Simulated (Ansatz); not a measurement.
ReC in space group P-6m2 (No. 187; Re on 1a, C on 1f), a = b = 2.856 Å, c = 2.795 Å, α = β = 90.00°, γ = 120.00°.

Relaxed with PBEsol.

**Question.** Which orbitals make up the states near the Fermi level in PBEsol in the plane-wave PAW code Ansatz?

**Answer.** Within 0.5 eV of the Fermi level: Re 5d 85 %, C 2p 11 %. Projections are on Löwdin-orthogonalised atomic valence shells; empty p or d shells of many metals are not among them.

**Question.** Tabulate the density of states.

**Answer.** States/eV per cell of 2 atoms, in 0.25 eV bins, energy from the Fermi level.

```
E (eV)  total  Re 5d  C 2p  C 2s
------  -----  -----  ----  ----
-7.85    0.63   0.31  0.26  0.02
-7.60    0.67   0.33  0.29  0.02
-7.35    0.65   0.32  0.28  0.02
-7.10    0.66   0.33  0.29  0.02
-6.85    0.84   0.42  0.37  0.02
-6.60    1.01   0.56  0.39  0.02
-6.35    1.32   0.69  0.56  0.02
-6.10    1.45   0.73  0.63  0.03
-5.85    1.27   0.69  0.49  0.04
-5.60    1.47   0.83  0.56  0.03
-5.35    1.68   0.89  0.71  0.02
-5.10    1.62   0.80  0.73  0.02
-4.85    1.73   0.89  0.75  0.02
-4.60    1.79   0.93  0.79  0.02
-4.35    0.81   0.38  0.39  0.01
-4.10    0.33   0.14  0.16  0.00
-3.85    1.11   0.73  0.31  0.01
-3.60    1.90   1.37  0.42  0.02
-3.35    1.35   0.96  0.30  0.02
-3.10    1.23   0.88  0.26  0.02
-2.85    1.08   0.78  0.22  0.01
-2.60    0.64   0.41  0.19  0.01
-2.35    0.50   0.30  0.16  0.01
-2.10    0.35   0.24  0.08  0.00
-1.85    0.29   0.23  0.05  0.00
-1.60    0.23   0.21  0.01  0.00
-1.35    0.27   0.26  0.01  0.00
-1.10    0.37   0.35  0.02  0.00
-0.85    0.55   0.49  0.03  0.01
-0.60    0.67   0.60  0.05  0.01
-0.35    0.71   0.63  0.06  0.01
-0.10    0.79   0.70  0.07  0.01
0.15     0.67   0.55  0.08  0.01
0.40     0.62   0.49  0.10  0.01
0.65     0.60   0.44  0.12  0.02
0.90     0.65   0.46  0.14  0.02
1.15     0.78   0.54  0.18  0.03
1.40     1.12   0.75  0.26  0.06
1.65     1.72   1.15  0.36  0.12
1.90     2.24   1.52  0.49  0.13
2.15     1.94   1.38  0.40  0.09
2.40     1.03   0.79  0.14  0.05
2.65     1.05   0.76  0.18  0.06
2.90     0.90   0.53  0.27  0.06
3.15     0.89   0.48  0.29  0.08
3.40     1.00   0.51  0.33  0.11
3.65     1.33   0.66  0.43  0.19
3.90     1.54   0.75  0.50  0.24
4.15     1.46   0.70  0.44  0.25
4.40     1.43   0.66  0.46  0.21
4.65     1.26   0.57  0.45  0.13
```

A made-up cell: these elements were put on the sites of a structure type; the Crystallography Open Database copy checked does not list it. Whether it is the stable phase at ambient conditions was not checked. Symmetry was held in the PBEsol relaxation; whether a distortion lowers the energy is not shown. The run is not spin-polarised. Spin–orbit coupling is left out wherever it is not named.

Potentials: the earlier of the program's two PAW sets. The files were generated under PBE; for other functionals the program regenerates the frozen cores, and for LDA and PBEsol the local potential too.
